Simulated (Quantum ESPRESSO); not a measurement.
pw.x input (Quantum ESPRESSO 7.5; PBEsol, PseudoDojo standard norm-conserving files, scalar-relativistic):

```
&CONTROL
  calculation = 'scf'
  pseudo_dir = './pseudo'
  outdir = './out'
  tprnfor = .true.
  tstress = .true.
/
&SYSTEM
  ibrav = 0
  nat = 10
  ntyp = 4
  ecutwfc = 84.0
  ecutrho = 336.0
  occupations = 'smearing'
  smearing = 'fd'
  degauss = 0.002
  nbnd = 44
/
&ELECTRONS
  conv_thr = 1e-09
/
ATOMIC_SPECIES
Li 6.9400 Li.upf
F 18.9984 F.upf
K 39.0983 K.upf
Sc 44.9559 Sc.upf
CELL_PARAMETERS angstrom
  0.000000000000   4.144805000000   4.144805000000
  4.144805000000   0.000000000000   4.144805000000
  4.144805000000   4.144805000000   0.000000000000
ATOMIC_POSITIONS crystal
Li   0.500000000000   0.500000000000   0.500000000000
F   0.245590000000   0.245590000000   0.754410000000
F   0.754410000000   0.754410000000   0.245590000000
F   0.754410000000   0.245590000000   0.245590000000
F   0.245590000000   0.754410000000   0.754410000000
F   0.245590000000   0.754410000000   0.245590000000
F   0.754410000000   0.245590000000   0.754410000000
K   0.250000000000   0.250000000000   0.250000000000
K   0.750000000000   0.750000000000   0.750000000000
Sc   0.000000000000   0.000000000000   0.000000000000
K_POINTS automatic
6 6 6 0 0 0
```

End of the output:

```
     total energy              =    -527.09387237 Ry
     estimated scf accuracy    <       0.00000088 Ry
     total energy              =    -527.09387259 Ry
     estimated scf accuracy    <          6.4E-09 Ry
     total energy              =    -527.09387260 Ry
     estimated scf accuracy    <          8.0E-09 Ry
[...]
     the Fermi energy is     5.4257 ev
!    total energy              =    -527.09387260 Ry
     estimated scf accuracy    <          9.8E-11 Ry
     smearing contrib. (-TS)   =       0.00000000 Ry
     internal energy E=F+TS    =    -527.09387260 Ry
     The total energy is F=E-TS. E is the sum of the following terms:
     one-electron contribution =    -226.14510518 Ry
     hartree contribution      =     147.26930803 Ry
     xc contribution           =    -110.01249442 Ry
     ewald contribution        =    -338.20558102 Ry
     convergence has been achieved in  10 iterations
     Forces acting on atoms (cartesian axes, Ry/au):
     atom    1 type  1   force =     0.00000000    0.00000000    0.00000000
     atom    2 type  2   force =     0.00000000    0.00000000   -0.01094499
     atom    3 type  2   force =     0.00000000   -0.00000000    0.01094499
     atom    4 type  2   force =    -0.01094499    0.00000000    0.00000000
     atom    5 type  2   force =     0.01094499    0.00000000    0.00000000
     atom    6 type  2   force =    -0.00000000   -0.01094499    0.00000000
     atom    7 type  2   force =     0.00000000    0.01094499   -0.00000000
     atom    8 type  3   force =    -0.00000000   -0.00000000    0.00000000
     atom    9 type  3   force =     0.00000000    0.00000000    0.00000000
     atom   10 type  4   force =     0.00000000   -0.00000000   -0.00000000
     Total force =     0.026810     Total SCF correction =     0.000001
     Computing stress (Cartesian axis) and pressure
          total   stress  (Ry/bohr**3)                   (kbar)     P=      -34.84
  -0.00023682  -0.00000000   0.00000000          -34.84       -0.00        0.00
  -0.00000000  -0.00023682  -0.00000000           -0.00      -34.84       -0.00
  -0.00000000   0.00000000  -0.00023682           -0.00        0.00      -34.84
```
In a gapped system the printed Fermi energy is only some level inside the gap.

Geometry of the Materials Project entry, not relaxed at this level.
